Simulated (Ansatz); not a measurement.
A geometry of TiAl$_{3}$ away from equilibrium: step 6 of the relaxation of a relaxed TiAl3 cell shaken by Gaussian noise of σ = 0.08 Å a coordinate. All values below come from PBE (plane waves to 420 eV, PAW, scalar-relativistic; Ansatz, an electronic-structure program). Γ-centred k-mesh 5×5×11 on the run's cell (coarser than for final values), Fermi–Dirac smearing 0.05 eV. The plane waves were selected for a different cell earlier on the path.

```xyz
8
Lattice="7.3511 0.1876 -0.0263 -3.5131 6.2753 0.0675 -0.0101 0.0241 2.9130" Properties=species:S:1:pos:R:3 pbc="T T T"
Al     2.5493     0.0735     0.2003
Al     0.7602     1.6028     1.6186
Al    -1.5631     1.9389     0.1902
Al     4.7457     0.0192     1.5956
Al     3.1289     4.8535     0.2402
Al    -1.9046     4.1870     1.6622
Ti     0.5454     3.9387     0.1613
Ti     3.3170     2.4854     1.7480
```

Give the Cartesian forces on all atoms (eV/Å).


| atom | Fx | Fy | Fz |
|---|---|---|---|
| Al1 | -0.28 | 0.27 | -0.09 |
| Al2 | -0.20 | -0.18 | -0.01 |
| Al3 | -0.19 | -0.09 | 0.11 |
| Al4 | 0.36 | -0.16 | 0.08 |
| Al5 | 0.14 | 0.11 | 0.05 |
| Al6 | 0.13 | 0.13 | 0.00 |
| Ti7 | 0.08 | -0.07 | 0.12 |
| Ti8 | -0.04 | -0.01 | -0.26 |

The path ends in P2₁/m (No. 11). No spin polarisation in the result.

The end of the path is a generated cell of TiAl3: the first start was made by placing the elements on the sites of a structure type, and the end was not matched to a known phase here, so it may be hypothetical. Known forms of TiAl3 include space group No. 139.
